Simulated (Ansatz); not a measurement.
SrVO3 (cubic perovskite, Pm-3m) under volume change, DFT-HSE06 in the program Ansatz with PAW potentials, scaled uniformly.

```
V (Å³/atom)  E − E(relaxed) (meV/atom)  P (GPa)
-----------  -------------------------  -------
10.188                            67.6    23.38
10.524                            28.4    14.29
10.860                             6.8     6.57
11.196                             0.0     0.00
11.532                             6.0    -5.57
11.867                            22.8   -10.31
12.203                            48.7   -14.32
```

Question: What does a third-order Birch–Murnaghan fit give for V₀, B₀ and B′?

Answer: V₀ = 11.20 Å³/atom, B₀ = 201 GPa, B′ = 4.4.

The cell was relaxed with HSE06 under the symmetry of its start. Spin order of the final state: ferromagnetic, chosen from 3 collinear starts compared on coarse meshes with r²SCAN (ties went to the first, and starts can fall back to one state), not a proven ground state. Other orbital occupations within this spin state were not tried. The hybrid run found no gap, on a coarse k-mesh.

Potentials: the later of the program's two PAW sets.
